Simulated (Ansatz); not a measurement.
This guess for TiCrC₄N₄ is about to be relaxed.

```yaml
crystal:
  lattice:
    - [5.93285, 0.00000, 0.00000]
    - [0.00000, 5.93285, 0.00000]
    - [0.00000, 0.00000, 5.93285]
  atoms:
    - { symbol: Ti, position: [0.50000, 0.50000, 0.50000] }
    - { symbol: Cr, position: [0.00000, 0.00000, 0.00000] }
    - { symbol: C, position: [0.18859, 0.18859, 0.18859] }
    - { symbol: C, position: [0.18859, 0.81141, 0.81141] }
    - { symbol: C, position: [0.81141, 0.18859, 0.81141] }
    - { symbol: C, position: [0.81141, 0.81141, 0.18859] }
    - { symbol: N, position: [0.30245, 0.30245, 0.30245] }
    - { symbol: N, position: [0.30245, 0.69755, 0.69755] }
    - { symbol: N, position: [0.69755, 0.30245, 0.69755] }
    - { symbol: N, position: [0.69755, 0.69755, 0.30245] }
```

Computed with Ansatz 0.2.0, DFT PBE, scalar-relativistic, plane waves, PAW. Cutoff 420 eV, Gaussian smearing, Γ-centred meshes. Cell and atoms relax first on a coarse mesh and then on a finer one. In between, the cell is made exact in the group found at 0.06 Å. In metals the finer mesh still leaves noise of several meV/atom or more. The steps can't lower the symmetry of their start, moments included. Collinear spin, starting moments -1 3 0 0 0 0 0 0 0 0 μB in the order of the atoms.

A guess keeps its type if space group and coordination stay and the shape of the cell changes little (axis ratios within about 15 %, angles within 6°); the volume may change.

Question: Does it keep its structure type, or change into something else?

Answer: It keeps its type. The symmetry stays P-43m (No. 215). The volume per atom shrinks by 0.8 %, from 20.9 to 20.7 Å³. The shortest distance goes from 1.17 Å (C–N) to 1.19 Å (C–N). Counting neighbours within 15 % of an atom's shortest distance, the start has C 1, Cr 4, N 1, Ti 4 and the end C 1, Cr 4, N 1, Ti 4.

Energies over the elements count from the elements' standard structures at the same level (N₂ as a molecule), with no fitted energy shifts.

Question: At what energy does it end?

Answer: +0.20 eV/atom. The separate elements lie lower, so it is unstable against them.

The last run used collinear spin, a 6×6×6 mesh for its 10-atom cell and Gaussian smearing of 0.10 eV. In such compounds of Cr and Ti a zero gap at this level may well be an artefact, since no Hubbard U is applied. The reference form of C is held partly by dispersion forces, which this level lacks. The magnetic state reached may not be the lowest. Symmetry constrained the relaxation, so the result can be a saddle point.
